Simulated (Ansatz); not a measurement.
**Tl, one cell by several methods**

```xyz
2
Lattice="3.4789 0.0000 0.0000 -1.7394 3.0128 0.0000 0.0000 0.0000 5.5616" Properties=species:S:1:pos:R:3 pbc="T T T"
Tl    0.0000    2.0085    1.3904
Tl    1.7394    1.0043    4.1712
```

Atoms are numbered in the order listed.

Structure: COD 9008519, as refined from experiment and not relaxed. The listed cell was then made from it by scaling, straining or moving an atom.

No spin–orbit coupling, which matters for the heavy atoms here.

All numbers are computed: DFT, LDA, PAW with Ansatz's default frozen-core files, scalar-relativistic (Ansatz 0.2.0); DFT, LDA, all-electron LAPW, scalar-relativistic (Ansatz 0.2.0).

For PAW: a Γ-centred 11×11×6 k mesh, Fermi–Dirac smearing of 0.05 eV, cutoff 420 eV, no spin polarisation; the PAW files were made with PBE, and the program remakes their frozen cores for this functional. LAPW targets a basis error of 0.5 meV/atom. The Ansatz runs share mesh, smearing and spin set-up. Plane-wave (PAW) pressures include the program's estimate of the Pulay term.

Stress and pressure are positive in compression.

The change that made this cell: volume scaled by 1.02.

PAW results:

```
       quantity    PAW
 pressure (GPa)  -2.39
stress xx (GPa)  -2.32
stress zz (GPa)  -2.54
```

Task: What does LAPW (all electrons) give for the same quantities?

Result: 
```tsv
quantity	LAPW
pressure (GPa)	-2.38
stress xx (GPa)	-2.31
stress zz (GPa)	-2.53
```
